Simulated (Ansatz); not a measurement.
YbSi₂ (MoSi2 or CaC2 type, I4/mmm) under volume change, DFT-PBE in the program Ansatz with PAW potentials, shape and atoms relaxed at each volume.

```json
[
 {"V (Å³/atom)": "17.196", "E − E(relaxed) (meV/atom)": "39.0", "P (GPa)": "7.93"},
 {"V (Å³/atom)": "17.763", "E − E(relaxed) (meV/atom)": "16.4", "P (GPa)": "4.90"},
 {"V (Å³/atom)": "18.330", "E − E(relaxed) (meV/atom)": "3.9", "P (GPa)": "2.25"},
 {"V (Å³/atom)": "18.897", "E − E(relaxed) (meV/atom)": "0.0", "P (GPa)": "0.00"},
 {"V (Å³/atom)": "19.464", "E − E(relaxed) (meV/atom)": "3.5", "P (GPa)": "-1.93"},
 {"V (Å³/atom)": "20.031", "E − E(relaxed) (meV/atom)": "13.3", "P (GPa)": "-3.58"},
 {"V (Å³/atom)": "20.598", "E − E(relaxed) (meV/atom)": "28.6", "P (GPa)": "-5.00"}
]
```

Task: What does a third-order Birch–Murnaghan fit give for V₀, B₀ and B′?

Result: V₀ = 18.90 Å³/atom, B₀ = 69.3 GPa, B′ = 4.1.

The cell is a constructed one: a structure type filled with these elements; neither database checked (COD, Materials Project) lists it. COD files the formula under space group No. 191. Whether it is the stable phase at ambient conditions was not checked. Symmetry was held in the PBE relaxation; its stability against distortions is not shown here. The workflow began spin-polarised and lost its moments. The cell computed holds one magnetic atom, so no antiferromagnetic order was within reach. The 4f shell is in the valence. No Hubbard U is applied. Spin–orbit coupling is left out wherever it is not named.

Potentials: the later of the program's two PAW sets.
